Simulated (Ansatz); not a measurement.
Bi (A7 type, space group R-3m)

```
CELL_PARAMETERS angstrom
      2.26027     1.30497     4.00943
     -2.26027     1.30497     4.00943
      0.00000    -2.60994     4.00943
ATOMIC_POSITIONS crystal
  Bi 0.23371 0.23371 0.23371
  Bi 0.76629 0.76629 0.76629
```

In this cell atom 1 (Bi, nearest neighbour Bi at 3.068 Å; its periodic images, 4.5 Å or more away, move with it) is moved by s towards the nearest neighbour, unit vector (0.000, -0.851, -0.526); all other atoms and the cell stay fixed.

These are r2SCAN+rVV10 (plane waves to 500 eV, PAW, scalar-relativistic; Ansatz, a quantum-chemistry and plane-wave program) values and carry that method's errors. k mesh 10×10×10 (Γ-centred), Fermi-Dirac smearing 0.05 eV. Energies are smeared free energies. With partly filled bands, energies and forces of such displacements shift with the k mesh and the smearing. Bi was relaxed with its symmetry unable to fall. Spin-orbit coupling is left out, though Bi is heavy. ΔE is measured from the undisplaced structure. The last digit holds for this mesh only.

```
s (Å)   ΔE (meV/cell)
------  -------------
-0.610          177.0
-0.488          103.0
-0.366           69.2
-0.244           47.0
-0.122           17.9
0.000             0.0
0.122            28.9
0.244           142.0
0.366           380.9
0.488           803.0
0.610          1494.7
```

What force constant k = d²E/ds² at s = 0 does the table give?

3.1 eV/Å². It is the second difference of the nearest points, corrected with the next pair.

With k = 3.11 eV/Å² from the forces, is the well harmonic out to s = 0.610 Å?

½ks² = 579 meV/cell against the computed 1495 meV/cell, so the well is stiffer than harmonic there.

(For displaced atoms, the force is minus the slope of the energy, and its curvature is a force constant, which sets phonon frequencies.)
